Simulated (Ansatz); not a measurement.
Bi:
```xyz
2
Lattice="2.2627 1.3064 3.8829 -2.2627 1.3064 3.8829 0.0000 -2.6128 3.8829" Properties=species:S:1:pos:R:3 pbc="T T T"
Bi     0.0000     0.0000     2.7571
Bi     0.0000     0.0000     8.8915
```

Relaxed with PBEsol. DFT-PBEsol in the program Ansatz with PAW potentials gives no gap.

### Question
What gap does HSE06 give on the same cell (Ansatz, PAW)?

### Answer
It stays without a gap at the points solved. The hybrid was solved on a coarser mesh and at special points; the gap given is the minimum over both. On such a mesh it can open a false gap in a semimetal.

| k | v1 PBEsol | c1 PBEsol | v1 HSE06 | c1 HSE06 |
|---|---|---|---|---|
| Γ | -1.21 | 2.77 | ___ | ___ |
| T | -0.50 | 0.57 | ___ | ___ |
| L | -0.25 | -0.23 | ___ | ___ |
| F | -2.96 | 2.43 | -3.13 | 3.00 |
| S0 | -2.51 | 3.11 | ___ | ___ |
| H0 | -0.27 | 0.71 | -0.13 | 1.17 |

### Question
Top valence (v1) and lowest conduction level (c1) in eV from each method's valence maximum (which need not be a listed point): supply the withheld HSE06 values.

### Answer

- L, v1 HSE06: 0.00
- L, c1 HSE06: 0.13
- S0, v1 HSE06: -2.57
- S0, c1 HSE06: 3.80
- Γ, v1 HSE06: -1.19
- Γ, c1 HSE06: 3.41
- T, v1 HSE06: -0.41
- T, c1 HSE06: 0.95

Cost on shared cores: the PBEsol run (SCF on a 11×11×11 mesh, then bands and DOS) very roughly 28 core-seconds, the HSE06 run (SCF on 6×6×6, then a few points) very roughly 80 core-seconds; the tasks are unlike.

Space group R-3m (A7 (α-As type)). The cell was relaxed with PBEsol under the symmetry of its start. Spin–orbit coupling is left out wherever it is not named.

Potentials: the earlier of the program's two PAW sets. The files were generated under PBE; for other functionals the program regenerates the frozen cores, and for LDA and PBEsol the local potential too.
